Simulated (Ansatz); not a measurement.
**Calculated ⁴⁷Ti NMR of the central transition for TiO2**

Cell: a computed structure from the Materials Project (it need not be an observed phase), taken as it stands.

```cif
data_TiO2
_symmetry_space_group_name_H-M 'Pbca'
_symmetry_Int_Tables_number 61
_cell_length_a 5.1491
_cell_length_b 9.1942
_cell_length_c 5.4591
_cell_angle_alpha 90.000
_cell_angle_beta 90.000
_cell_angle_gamma 90.000
loop_
_atom_site_label
_atom_site_type_symbol
_atom_site_symmetry_multiplicity
_atom_site_Wyckoff_symbol
_atom_site_fract_x
_atom_site_fract_y
_atom_site_fract_z
Ti Ti 8 c 0.1379 0.3710 0.4026
O9 O 8 c 0.4647 0.2697 0.3900
O17 O 8 c 0.8166 0.0105 0.8512
```

One atom of each set is listed.

Computed with Ansatz: DFT, PBE, plane waves and PAW, scalar-relativistic, 420 eV cutoff, Γ-centred 5×3×5 k-points, Fermi–Dirac smearing 0.02 eV.

⁴⁷Ti has I = 5/2 and Q = 302.0 mb (Pyykkö 2018); at 21.1 T its Larmor frequency is ν₀ = 50.7 MHz. Only the quadrupole interaction is simulated: positions count from each site's isotropic chemical shift, and shift anisotropy, dipolar and J coupling are left out.

Question: What does the ⁴⁷Ti spectrum (static powder) show for each site?

Answer: 

```tsv
site	first shell	C_Q (MHz)	η	P_Q (MHz)	δ_QIS (ppm)	breadth (kHz)
Ti	6 O at 1.87–2.05 Å	-12.9	0.96	14.8	-509	194
```

δ_QIS = −(ν_Q²/30ν₀²)[I(I+1) − 3/4](1 + η²/3) × 10⁶ ppm with ν_Q = 3|C_Q|/[2I(2I−1)]; it falls as 1/B₀² in ppm, and the breadth as 1/B₀ in kHz.
